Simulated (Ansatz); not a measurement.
Course of a relaxation: Sr4La

The cell of Sr4La is invented: random cell by space group and Wyckoff sites (Im-3m, No. 229). Lengths were set from tabulated atomic sizes, so they are only a guess.

```yaml
crystal:
  lattice:
    - [-3.34988, 3.34988, 3.34988]
    - [3.34988, -3.34988, 3.34988]
    - [3.34988, 3.34988, -3.34988]
  atoms:
    - { symbol: Sr, position: [0.50000, 0.50000, 0.50000] }
    - { symbol: Sr, position: [0.00000, 0.00000, 0.50000] }
    - { symbol: Sr, position: [0.00000, 0.50000, 0.00000] }
    - { symbol: Sr, position: [0.50000, 0.00000, 0.00000] }
    - { symbol: La, position: [0.00000, 0.00000, 0.00000] }
```

Theory: Ansatz 0.2.0, DFT PBE, scalar-relativistic, plane waves, PAW. Cutoff 420 eV, Gaussian smearing, Γ-centred meshes. Cell and atoms relax first on a coarse mesh and then on a finer one. In between, the cell is made exact in the group found at 0.06 Å. In metals the finer mesh still leaves noise of several meV/atom or more. The steps can't lower the symmetry of their start. No spin polarisation.

Steps on the 4×4×4 mesh (5 atoms, 9 steps). The free energy counts from the last step; the plane-wave basis is renewed at times, which shifts energy and pressure.

```csv
step,ΔF (meV/atom),V (Å³/atom),P (GPa)
1,1080.2,30.07,18.99
2,637.2,34.69,12.15
3,338.4,39.75,7.19
4,151.8,45.29,3.85
5,54.1,51.48,1.44
6,31.5,56.05,0.18
7,7.8,56.05,0.71
8,0.0,58.92,0.18
9,0.0,58.92,0.18
```

The relaxed structure, after a last relaxation on the converged mesh:

```
Sr La
1.0
    -4.22469    4.22469    4.22469
     4.22469   -4.22469    4.22469
     4.22469    4.22469   -4.22469
Sr La
4 1
Cartesian
  2.1123 2.1123 2.1123
  2.1123 2.1123 -2.1123
  2.1123 -2.1123 2.1123
  -2.1123 2.1123 2.1123
  0.0000 0.0000 0.0000
```

The symmetry stays Im-3m (No. 229). The volume per atom grows by 100.6 %, from 30.1 to 60.3 Å³. The shortest distance goes from 2.90 Å (Sr–La) to 3.66 Å (Sr–La). The energy falls by about 1.1 eV/atom (the start's value is from the coarse mesh). Sr is surrounded by 2 La at 3.66 Å and 6 Sr at 4.22 Å; around La lie 8 Sr at 3.66 Å.

```json
{
 "Volume per atom": "60.32 Å³",
 "Density": "2.69 g/cm³",
 "Energy over the elements": "+0.51 eV/atom",
 "Gap on the 6×6×6 mesh of the 5-atom cell": "0 eV (a metal)"
}
```

The zero of energy is the elements' standard structures at the same level; no fitted shifts are applied.

The last run used Gaussian smearing of 0.10 eV. The cell is a metal run without spin; a magnetic state may lie lower. Symmetry constrained the relaxation, so the result can be a saddle point. In all, the 3 runs took 2.4 min on 1 thread of Arm Neoverse N1 (shared host).
